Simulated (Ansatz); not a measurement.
Input and command of a plane-wave DFT calculation in Ansatz:

```yaml
crystal:
  lattice:
    - [5.3647950069, 0.0, 0.0]
    - [0.0, 5.3647950069, 0.0]
    - [0.0, 0.0, 24.5046243936]
  atoms:
    - { symbol: Rh, position: [0.25, 0.25, 0.3264689909] }
    - { symbol: Rh, position: [0.25, 0.75, 0.3264689909] }
    - { symbol: Rh, position: [0.75, 0.25, 0.3264689909] }
    - { symbol: Rh, position: [0.75, 0.75, 0.3264689909] }
    - { symbol: Rh, position: [0.5, 0.5, 0.4038724] }
    - { symbol: Rh, position: [0.5, 0.0, 0.4038724] }
    - { symbol: Rh, position: [0.0, 0.5, 0.4038724] }
    - { symbol: Rh, position: [0.0, 0.0, 0.4038724] }
    - { symbol: Rh, position: [0.7513495526, 0.7483249369, 0.4818743374] }
    - { symbol: Rh, position: [0.7503369715, 0.2507018733, 0.4819052889] }
    - { symbol: Rh, position: [0.2487441154, 0.7483835327, 0.4818743983] }
    - { symbol: Rh, position: [0.2496500765, 0.2507228745, 0.4819084336] }
    - { symbol: Rh, position: [3.3111e-06, -0.0005079609, 0.5560762214] }
    - { symbol: Rh, position: [-5.2741e-05, 0.5052920206, 0.5605345538] }
    - { symbol: Rh, position: [0.4999819897, 0.0019858861, 0.5578068736] }
    - { symbol: Rh, position: [0.5000689328, 0.5006657672, 0.5565218798] }
    - { symbol: O, position: [0.0013256877, 0.4155739221, 0.6520697903] }
    - { symbol: H, position: [0.1451952058, 0.3026832995, 0.6502707375] }
    - { symbol: H, position: [-0.1428623411, 0.3030504386, 0.6507408343] }
basis:
  ecutwfc: 420
kpoints:
  mp_grid: { grid: [4, 4, 1] }
hamiltonian:
  xc: pbe
  dispersion: d3bj
scf:
  occupations: { method: gaussian, width: 0.1 }
output:
  forces: true
  eigenvalues: true
  write_density: true
  volumetric_format: npy
efield:
  axis: 3
  dipole_correction: true
  ramp_width: 0.04
```

```bash
ansatz run input.yaml --threads 4 --pin off --max-ram 10240MiB --backend cpu --events-out ev --progress --plain --runs-dir out
```

Processor: Intel(R) Xeon(R) 6975P-C (Granite Rapids), 4 threads, on a host shared with other jobs.

Q: Estimate time, memory and problem size.

A: About 16 s on 4 threads of Intel(R) Xeon(R) 6975P-C (Granite Rapids), with other jobs on the host, peak memory 2.6 GiB. It solves 168 bands at 10 k points (the mesh reduced by the symmetry that the task leaves, which can be less than the crystal's) with about 13721 plane waves, in 10 SCF iterations.
